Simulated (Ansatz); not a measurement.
## Does relaxation matter for the field gradients of Ge with indium replacing Ge?

Start: a supercell of Ge (diamond type, Fd-3m) built from a structure deposited in the COD, with all atoms left at the host's positions.

```cif
data_InGe53
_symmetry_space_group_name_H-M 'F-43m'
_symmetry_Int_Tables_number 216
_cell_length_a 16.9735
_cell_length_b 16.9735
_cell_length_c 16.9735
_cell_angle_alpha 90.000
_cell_angle_beta 90.000
_cell_angle_gamma 90.000
loop_
_atom_site_label
_atom_site_type_symbol
_atom_site_symmetry_multiplicity
_atom_site_Wyckoff_symbol
_atom_site_fract_x
_atom_site_fract_y
_atom_site_fract_z
In In 4 a 0.0000 0.0000 0.0000
Ge2 Ge 48 h 0.1667 0.0000 0.1667
Ge5 Ge 16 e 0.3333 0.8333 0.1667
Ge9 Ge 16 e 0.6667 0.6667 0.3333
Ge15 Ge 24 f 0.5000 0.6667 0.5000
Ge28 Ge 16 e 0.0833 0.9167 0.0833
Ge29 Ge 24 g 0.2500 0.9167 0.2500
Ge33 Ge 48 h 0.5833 0.7500 0.4167
Ge41 Ge 16 e 0.4167 0.5833 0.4167
Ge54 Ge 4 c 0.7500 0.2500 0.7500
```

One atom of each set is listed; the run and its k-mesh use a cell of 54 atoms with edges of 12.00, 12.00, 12.00 Å.

Computed with Ansatz: DFT, PBE, plane waves and PAW, scalar-relativistic, 420 eV cutoff, Γ-centred 2×2×2 k-points, Fermi–Dirac smearing 0.01 eV, cell charge -1.

The largest force at the start is 1.2 eV/Å. Relaxing the ions at fixed cell moves them by 0.081 Å at most (atom 28, Ge) and 0.025 Å rms.

| site | moved (Å) | first shell before | first shell after | V_zz before (10²¹ V/m²) | η before |
| --- | --- | --- | --- | --- | --- |
| In | 0.000 | 4 Ge at 2.45 Å | 4 Ge at 2.53 Å | 0.00 | – |
| Ge2 | 0.022 | 4 Ge at 2.45 Å | 4 Ge at 2.42–2.45 Å | -1.63 | 0.42 |
| Ge5 | 0.004 | 4 Ge at 2.45 Å | 4 Ge at 2.45 Å | 0.36 | 0.00 |
| Ge9 | 0.006 | 4 Ge at 2.45 Å | 4 Ge at 2.45–2.46 Å | 0.29 | 0.00 |
| Ge15 | 0.005 | 4 Ge at 2.45 Å | 4 Ge at 2.45 Å | 0.12 | 0.68 |
| Ge28 | 0.081 | 1 In at 2.45 Å, 3 Ge at 2.45 Å | 3 Ge at 2.42 Å, 1 In at 2.53 Å | -8.96 | 0.00 |
| Ge29 | 0.009 | 4 Ge at 2.45 Å | 4 Ge at 2.42–2.45 Å | -0.96 | 1.00 |
| Ge33 | 0.011 | 4 Ge at 2.45 Å | 4 Ge at 2.45 Å | 0.41 | 0.87 |
| Ge41 | 0.000 | 4 Ge at 2.45 Å | 4 Ge at 2.45 Å | -0.097 | 0.00 |

**Question.** How do the gradients change?

**Answer.** 

| site | V_zz after | η after | change of V_zz |
| --- | --- | --- | --- |
| In | 0.00 | – | 0.00 |
| Ge2 | -2.09 | 0.71 | -0.46 |
| Ge5 | 0.21 | 0.00 | -0.15 |
| Ge9 | 0.16 | 0.00 | -0.13 |
| Ge15 | 0.27 | 0.85 | +0.15 |
| Ge28 | -7.73 | 0.00 | +1.23 |
| Ge29 | -1.59 | 0.91 | -0.63 |
| Ge33 | -0.38 | 0.67 | – |
| Ge41 | -0.053 | 0.00 | +0.04 |

The largest change of V_zz along a kept axis is on Ge28, from -8.96 to -7.73. In per cent, |V_zz| changes by -14 on Ge (all sites that start above 2). Where |V_zz| stays above 0.1 and the axes keep their order, η moves most on Ge2, from 0.42 to 0.71. On Ge33 the largest principal value lies along another axis in the second run, so the two V_zz can't be compared directly. Other sites without a gradient aren't listed.

The run isn't spin-polarised, and a state with spin may lie lower. The defect repeats with the cell of 54 atoms, so it feels its images: sites between two images don't show the values beside a lone defect, and zeros or small values of η there can come from the images' arrangement. A uniform background compensates the cell's charge. The defect cell has no gap above 0.1 eV on its mesh, so the values can hang on the smearing and the k-mesh. Without spin–orbit coupling (the program notes it for In) the gradients can shift somewhat, as the gap is small.
Before: The neighbours have not yet relaxed around the defect (largest force 1.2 eV/Å), so a real crystal will differ.
After: The relaxation keeps the site symmetry -43m of the start, so the impurity can't leave its site; a distortion that would localise the partly filled state isn't explored.
